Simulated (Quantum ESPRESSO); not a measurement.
# Strain and stress in Si3N4

Calculated results; nothing here was measured. They come from pw.x of Quantum ESPRESSO 7.5, a plane-wave density functional program, with PseudoDojo standard norm-conserving files (v0.5 for PBE, v0.4.1 for LDA and PBEsol). The cells are made up: elements, strain and atom displacements were drawn at random, and nothing was relaxed. There is no spin polarisation, spin-orbit coupling or dispersion term.

The cell has 8 sites of a zincblende or diamond lattice. Sites 1 to 4 hold Si empty Si Si; sites 5 to 8 hold N N N N. Cell vectors in Å: (4.127, -0.035, 0.018); (-0.036, 4.188, -0.017); (0.018, -0.017, 4.203). Settings: PBE, cutoff 1143 eV, 4 x 4 x 4 k mesh shifted by half a step, Fermi-Dirac smearing of 0.025 eV.

Each run adds a shear xy (given as the tensor component) to one cell, with the atoms carried along; the vectors above are those of run 4. Stress is positive in tension and P is minus a third of its trace. E is the free energy for each atom above the lowest run shown.

| run | strain (%) | s_xx (GPa) | s_yy (GPa) | s_zz (GPa) | s_xy (GPa) | P (GPa) | E (meV/atom) |
| --- | --- | --- | --- | --- | --- | --- | --- |
| 1 | -2.47 | -1.64 | 6.08 | 3.22 | -16.81 | -2.55 | 37.21 |
| 2 | -1.93 | -0.77 | 6.83 | 3.63 | -14.15 | -3.23 | 26.45 |
| 3 | -0.95 | 0.61 | 7.98 | 4.27 | -9.37 | -4.29 | 11.54 |
| 4 | -0.50 | 1.17 | 8.43 | 4.53 | -7.19 | -4.71 | 6.77 |
| 5 | 1.29 | 2.83 | 9.64 | 5.25 | 1.38 | -5.90 | 0.00 |
| 7 | 2.44 | 3.46 | 9.97 | 5.50 | 6.85 | -6.31 | 5.92 |
| 6 | 1.95 | ? | ? | ? | ? | ? | ? |

A rerun of one of these cells at 1437 eV and k mesh 6 x 6 x 6 moved values by no more than 0.002 eV in the cell's energy, 0.02 GPa in stress and 0.002 eV/Å in force.

## Worked fit

A parabola through the six runs shown gives s_xy = -4.78 + 4.82 e - 0.021 e² GPa, with e in per cent and a scatter of 0.02 GPa. The slope is a stiffness of 482 ± 2 GPa for each unit of this strain at e = 0, twice a shear constant under the stress shown, since the tensor component is half the shear angle. The atoms are clamped, and relaxing them would in general lower it. The error is the larger of the fit's own and the change that a cubic makes, rounded up.

## Withheld run

Question: what s_xy should run 6 give?

The fit gives 4.54 GPa. The calculation gave 4.53 GPa.

| run | strain (%) | s_xx (GPa) | s_yy (GPa) | s_zz (GPa) | s_xy (GPa) | P (GPa) | E (meV/atom) |
| --- | --- | --- | --- | --- | --- | --- | --- |
| 6 | 1.95 | 3.24 | 9.87 | 5.42 | 4.53 | -6.17 | 2.35 |